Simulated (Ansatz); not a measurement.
TiZn2O4:
```xyz
14
Lattice="-2.9335 2.9694 4.3091 2.9335 -2.9694 4.3091 2.9335 2.9694 -4.3091" Properties=species:S:1:pos:R:3 pbc="T T T"
Ti     0.0000     0.0000     4.3091
Ti     2.9335     0.0000     0.0000
Zn     0.0000     4.4540     1.1979
Zn     2.9335    -1.4847     3.1113
Zn     1.4668     1.4847     2.1546
Zn    -1.4668     1.4847     2.1546
O      0.0000     0.0781     2.3662
O      2.9335     2.8913     1.9429
O      0.0000     2.8913     2.3662
O      2.9335     0.0781     1.9429
O     -1.3179     1.4847     4.3418
O      4.2515     1.4847    -0.0327
O      1.3179     1.4847     4.3418
O      1.6156     1.4847    -0.0327
```

Relaxed with PBEsol. The program Ansatz at the PBEsol level (PAW) gives a gap of 1.45 eV.

What gap does HSE06 give on the same cell (Ansatz, PAW)?

3.14 eV, 1.69 eV more. The hybrid was solved on a coarser mesh and at special points; the gap given is the minimum over both.

```json
[
 {"k": "Γ", "v1 PBEsol": "-0.56", "c1 PBEsol": "1.45", "v1 HSE06": "-0.62", "c1 HSE06": "3.14"},
 {"k": "X", "v1 PBEsol": "0.00", "c1 PBEsol": "1.71", "v1 HSE06": "0.00", "c1 HSE06": "3.38"},
 {"k": "S", "v1 PBEsol": "-0.26", "c1 PBEsol": "2.18", "v1 HSE06": "-0.26", "c1 HSE06": "3.93"},
 {"k": "R", "v1 PBEsol": "-0.36", "c1 PBEsol": "1.96", "v1 HSE06": "(withheld)", "c1 HSE06": "(withheld)"},
 {"k": "T", "v1 PBEsol": "-0.38", "c1 PBEsol": "2.32", "v1 HSE06": "(withheld)", "c1 HSE06": "(withheld)"},
 {"k": "W", "v1 PBEsol": "-0.71", "c1 PBEsol": "2.49", "v1 HSE06": "-0.76", "c1 HSE06": "4.24"},
 {"k": "Σ0", "v1 PBEsol": "-0.31", "c1 PBEsol": "1.90", "v1 HSE06": "(withheld)", "c1 HSE06": "(withheld)"},
 {"k": "Y0", "v1 PBEsol": "-0.07", "c1 PBEsol": "1.97", "v1 HSE06": "(withheld)", "c1 HSE06": "(withheld)"}
]
```

Top valence (v1) and lowest conduction level (c1) in eV from each method's valence maximum (which need not be a listed point): supply the withheld HSE06 values.


- Σ0, v1 HSE06: -0.34
- Σ0, c1 HSE06: 3.56
- T, v1 HSE06: -0.44
- T, c1 HSE06: 4.07
- R, v1 HSE06: -0.39
- R, c1 HSE06: 3.61
- Y0, v1 HSE06: -0.07
- Y0, c1 HSE06: 3.67

Cost on shared cores: the PBEsol run (SCF on a 7×7×7 mesh, then bands and DOS) roughly 2.6 core-minutes, the HSE06 run (SCF on 4×4×4, then a few points) about 11 core-minutes (a rough figure); the tasks are unlike.

Space group Imma. The workflow started from a Materials Project entry (that database holds measured and hypothetical structures alike); the Crystallography Open Database copy checked does not list it. COD files the formula under space group No. 95. Whether it is the stable phase at ambient conditions was not checked. Symmetry was held in the PBEsol relaxation; phonons show weakly imaginary modes. No spin polarisation was allowed.

Potentials: the later of the program's two PAW sets.
